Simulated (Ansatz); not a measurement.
ZrSiS:
```
CELL_PARAMETERS angstrom
      3.51862     0.00000     0.00000
      0.00000     3.51862     0.00000
      0.00000     0.00000     8.02941
ATOMIC_POSITIONS crystal
  S  0.00000 0.50000 0.62047
  S  0.50000 0.00000 0.37953
  Si 0.00000 0.00000 0.00000
  Si 0.50000 0.50000 0.00000
  Zr 0.00000 0.50000 0.27101
  Zr 0.50000 0.00000 0.72899
```

Relaxed with PBEsol.

**Question.** Which orbitals make up the states near the Fermi level in the program Ansatz at the PBEsol level (PAW)?

**Answer.** Within 0.5 eV of the Fermi level: Zr 4d 64 %, Si 3p 16 %, S 3p 10 %, outside the projected shells 6 %. Projections are on Löwdin-orthogonalised atomic valence shells; empty p or d shells of many metals are not among them.

**Question.** Tabulate the density of states.

**Answer.** States/eV per cell of 6 atoms, in 0.25 eV bins, energy from the Fermi level.

| E (eV) | total | Zr 4d | S 3p | Si 3p |
|---|---|---|---|---|
| -7.85 | 0.68 | 0.10 | 0.02 | 0.23 |
| -7.60 | 0.73 | 0.12 | 0.03 | 0.22 |
| -7.35 | 0.85 | 0.15 | 0.04 | 0.22 |
| -7.10 | 0.62 | 0.11 | 0.04 | 0.19 |
| -6.85 | 0.75 | 0.13 | 0.19 | 0.19 |
| -6.60 | 2.17 | 0.39 | 1.07 | 0.32 |
| -6.35 | 5.93 | 1.09 | 3.66 | 0.46 |
| -6.10 | 3.69 | 0.66 | 2.20 | 0.37 |
| -5.85 | 2.19 | 0.37 | 1.12 | 0.35 |
| -5.60 | 2.01 | 0.34 | 0.99 | 0.38 |
| -5.35 | 2.19 | 0.37 | 1.01 | 0.48 |
| -5.10 | 2.10 | 0.34 | 0.90 | 0.52 |
| -4.85 | 3.06 | 0.56 | 1.44 | 0.62 |
| -4.60 | 4.02 | 0.90 | 2.17 | 0.50 |
| -4.35 | 5.02 | 1.32 | 2.99 | 0.36 |
| -4.10 | 4.38 | 0.91 | 2.54 | 0.60 |
| -3.85 | 7.07 | 1.41 | 4.40 | 0.87 |
| -3.60 | 5.33 | 1.20 | 2.82 | 1.00 |
| -3.35 | 3.44 | 0.88 | 1.50 | 0.85 |
| -3.10 | 2.38 | 0.64 | 0.88 | 0.69 |
| -2.85 | 2.04 | 0.56 | 0.60 | 0.74 |
| -2.60 | 2.61 | 0.80 | 0.61 | 1.01 |
| -2.35 | 4.03 | 1.39 | 0.69 | 1.71 |
| -2.10 | 5.14 | 1.87 | 0.88 | 2.13 |
| -1.85 | 3.80 | 1.50 | 0.71 | 1.40 |
| -1.60 | 3.00 | 1.26 | 0.62 | 0.96 |
| -1.35 | 2.32 | 0.88 | 0.59 | 0.71 |
| -1.10 | 1.02 | 0.38 | 0.22 | 0.34 |
| -0.85 | 0.85 | 0.39 | 0.11 | 0.27 |
| -0.60 | 0.90 | 0.47 | 0.10 | 0.25 |
| -0.35 | 1.18 | 0.68 | 0.12 | 0.27 |
| -0.10 | 0.69 | 0.40 | 0.08 | 0.14 |
| 0.15 | 0.92 | 0.64 | 0.09 | 0.10 |
| 0.40 | 1.99 | 1.35 | 0.17 | 0.23 |
| 0.65 | 1.74 | 1.24 | 0.17 | 0.15 |
| 0.90 | 2.93 | 1.99 | 0.31 | 0.27 |
| 1.15 | 4.12 | 2.71 | 0.36 | 0.35 |
| 1.40 | 3.59 | 2.35 | 0.30 | 0.31 |
| 1.65 | 3.81 | 2.41 | 0.27 | 0.41 |
| 1.90 | 5.40 | 3.35 | 0.37 | 0.69 |
| 2.15 | 5.62 | 3.53 | 0.38 | 0.64 |
| 2.40 | 6.17 | 3.89 | 0.45 | 0.66 |
| 2.65 | 6.58 | 4.08 | 0.45 | 0.58 |
| 2.90 | 3.78 | 2.38 | 0.34 | 0.20 |
| 3.15 | 3.78 | 2.45 | 0.43 | 0.23 |
| 3.40 | 4.38 | 2.97 | 0.53 | 0.27 |
| 3.65 | 5.10 | 2.94 | 0.79 | 0.52 |
| 3.90 | 4.57 | 2.44 | 0.70 | 0.64 |

Space group P4/nmm. The workflow started from an entry of the Crystallography Open Database (COD). Whether it is the stable phase at ambient conditions was not checked. Symmetry was held in the PBEsol relaxation; whether a distortion lowers the energy is not shown. No spin polarisation was allowed. Scalar-relativistic: spin–orbit coupling is off unless named, which matters more the heavier the elements.

Potentials: the later of the program's two PAW sets.
